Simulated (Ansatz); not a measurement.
The relaxed structure here is a generated cell of HfN: the first start was made by a random draw of sites in a space group, and the end was not matched to a known phase here, so it may be hypothetical. Known forms of HfN include space group No. 225.

One stationary structure of HfN. Level of theory: PBEsol (plane waves to 420 eV, PAW, scalar-relativistic; Ansatz, a quantum-chemistry and plane-wave program).

```cif
data_Hf4N4
_chemical_formula_sum 'Hf4 N4'
_space_group_name_H-M_alt 'P 1'
_space_group_IT_number 1
_cell_length_a 6.31247
_cell_length_b 6.31247
_cell_length_c 6.31247
_cell_angle_alpha 60.000
_cell_angle_beta 60.000
_cell_angle_gamma 60.000
loop_
_space_group_symop_operation_xyz
  'x, y, z'
loop_
_atom_site_label
_atom_site_type_symbol
_atom_site_fract_x
_atom_site_fract_y
_atom_site_fract_z
_atom_site_occupancy
Hf1 Hf 0.75000 0.75000 0.75000 1
Hf2 Hf 0.25000 0.25000 0.25000 1
Hf3 Hf 0.50000 0.50000 0.50000 1
Hf4 Hf 0.00000 0.00000 0.00000 1
N1 N 0.12500 0.12500 0.12500 1
N2 N 0.12500 0.12500 0.62500 1
N3 N 0.12500 0.62500 0.12500 1
N4 N 0.62500 0.12500 0.12500 1
```

Task: Find the space group and the Wyckoff positions (tolerance 0.01 Å).

Result: Space group Fd-3m, origin choice 1 (No. 227); a = 8.9272 Å, b = 8.9272 Å, c = 8.9272 Å, α = 90.00°, β = 90.00°, γ = 90.00°

```tsv
atom	site	symmetry	x	y	z
Hf	8a	-43m	0.0000	0.0000	0.0000
Hf	8b	-43m	0.5000	0.5000	0.5000
N	16d	.-3m	0.6250	0.6250	0.6250
```

Task: Give the shortest distances between elements (the closest pairs, up to four, under 3.6 Å).

Result: Hf–N 1.93 Å; N–N 3.16 Å.

The volume per atom is 22.23 Å³ and the band gap comes out as zero (metallic).

No spin polarisation in the result.

The run could not lose the symmetry of its start: the end is stationary, and may be a saddle point rather than a minimum.
